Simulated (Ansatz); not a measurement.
GaN:
```
CELL_PARAMETERS angstrom
      3.18328     0.00000     0.00000
     -1.59164     2.75680     0.00000
      0.00000     0.00000     5.18379
ATOMIC_POSITIONS crystal
  Ga 0.66667 0.33333 0.49910
  Ga 0.33333 0.66667 0.99910
  N  0.66667 0.33333 0.87590
  N  0.33333 0.66667 0.37590
```

Relaxed with r²SCAN. Independent-particle spectrum: no excitons, no local fields, no scissors shift; 0.1 eV broadening; ε₁ of the summed bands alone.

Task: Tabulate the dielectric function from r²SCAN in the plane-wave PAW code Ansatz.

Result: 

| E (eV) | ε₁ xx | ε₂ xx | ε₁ zz | ε₂ zz |
|---|---|---|---|---|
| 0.0 | 5.16 | 0.00 | 5.30 | 0.00 |
| 0.3 | 5.17 | 0.00 | 5.31 | 0.00 |
| 0.6 | 5.20 | 0.00 | 5.34 | 0.00 |
| 0.9 | 5.24 | 0.00 | 5.39 | 0.00 |
| 1.2 | 5.31 | 0.00 | 5.46 | 0.00 |
| 1.5 | 5.41 | 0.00 | 5.56 | 0.00 |
| 1.8 | 5.55 | 0.00 | 5.71 | 0.00 |
| 2.1 | 5.78 | 0.00 | 5.95 | 0.00 |
| 2.4 | 6.29 | 0.29 | 6.51 | 0.22 |
| 2.7 | 6.16 | 0.79 | 6.46 | 0.84 |
| 3.0 | 6.04 | 0.98 | 6.33 | 1.08 |
| 3.3 | 5.98 | 1.09 | 6.25 | 1.23 |
| 3.6 | 5.97 | 1.17 | 6.23 | 1.34 |
| 3.9 | 6.01 | 1.24 | 6.26 | 1.43 |
| 4.2 | 6.10 | 1.30 | 6.34 | 1.52 |
| 4.5 | 6.25 | 1.37 | 6.47 | 1.61 |
| 4.8 | 6.47 | 1.46 | 6.68 | 1.73 |
| 5.1 | 6.80 | 1.60 | 6.98 | 1.87 |
| 5.4 | 7.28 | 1.82 | 7.44 | 2.08 |
| 5.7 | 8.09 | 2.29 | 8.19 | 2.43 |
| 6.0 | 9.01 | 4.09 | 9.85 | 3.29 |
| 6.3 | 6.92 | 5.97 | 9.05 | 8.85 |
| 6.6 | 6.13 | 5.34 | 5.52 | 8.25 |
| 6.9 | 6.98 | 5.92 | 4.26 | 7.43 |
| 7.2 | 4.92 | 7.52 | 3.65 | 6.85 |
| 7.5 | 3.57 | 6.31 | 3.39 | 6.67 |
| 7.8 | 4.10 | 5.55 | 2.95 | 6.35 |
| 8.1 | 4.90 | 6.40 | 2.92 | 6.47 |
| 8.4 | 3.43 | 8.08 | 1.79 | 8.06 |
| 8.7 | 1.61 | 7.74 | -0.53 | 5.87 |
| 9.0 | 0.48 | 5.49 | 0.13 | 3.97 |
| 9.3 | 2.19 | 4.41 | 1.38 | 3.25 |
| 9.6 | 2.79 | 6.46 | 2.42 | 3.42 |
| 9.9 | 0.96 | 6.09 | 3.12 | 4.59 |
| 10.2 | 0.97 | 6.08 | 2.91 | 5.08 |
| 10.5 | -0.49 | 5.35 | 0.35 | 5.56 |
| 10.8 | 0.19 | 4.15 | 1.81 | 4.00 |
| 11.1 | 1.45 | 3.97 | 4.38 | 4.29 |
| 11.4 | 2.03 | 5.92 | 2.07 | 10.43 |
| 11.7 | -0.02 | 6.76 | -1.45 | 6.91 |
| 12.0 | -0.31 | 6.54 | 0.03 | 6.72 |

Task: From ε at 3.8 eV (xx: 5.99 + 1.21i), find n, k, the normal reflectivity and the absorption coefficient.

Result: n = 2.46, k = 0.246, R = 18 %, α = 2kE/ħc = 95000 cm⁻¹.

With all bands, ε∞ without local fields is 5.32 (xx = yy), 5.46 (zz). DFPT, with local fields, gives 5.36 (xx = yy), 5.54 (zz).

Space group P6_3mc (wurtzite). Symmetry was held in the r²SCAN relaxation; phonons on a q-mesh show no instability. Spin–orbit coupling is left out wherever it is not named.

Potentials: the earlier of the program's two PAW sets.
